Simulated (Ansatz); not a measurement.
AlCl3 in space group C2/m (No. 12; Al on 4g, Cl on 4i, Cl on 8j) at seven volumes, DFT-LDA in the program Ansatz with PAW potentials, shape and atoms relaxed at each. One row is withheld.

```tsv
V (Å³/atom)	P (GPa)
19.113	2.91
19.743	1.65
20.373	0.69
21.003	-0.01
21.633	-0.46
22.263	-0.75
22.894	?
```

Q: Fit the shown pressures and predict the withheld one.

A: Third-order Birch–Murnaghan: P = (3/2)B₀(x^(7/2) − x^(5/2))[1 + (3/4)(B′ − 4)(x − 1)] with x = (V₀/V)^(2/3). Least squares on the six rows gives V₀ = 21.013 Å³/atom, B₀ = 18.67 GPa, B′ = 11.47. At V = 22.894, x = 0.9444 and P = -0.93 GPa. The run itself gave -0.86 GPa.

The first step of the workflow began from a Materials Project structure, measured or hypothetical; the Crystallography Open Database files this formula in space group No. 12, but the cells were not matched. Its standing as an ambient phase is unchecked. Symmetry was held in the LDA relaxation; whether a distortion lowers the energy is not shown. A crystal of weakly bound layers computed without a dispersion correction: the cell and the soft elastic constants depend strongly on that.

Potentials: the earlier of the program's two PAW sets. The files were generated under PBE; for other functionals the program regenerates the frozen cores, and for LDA and PBEsol the local potential too.
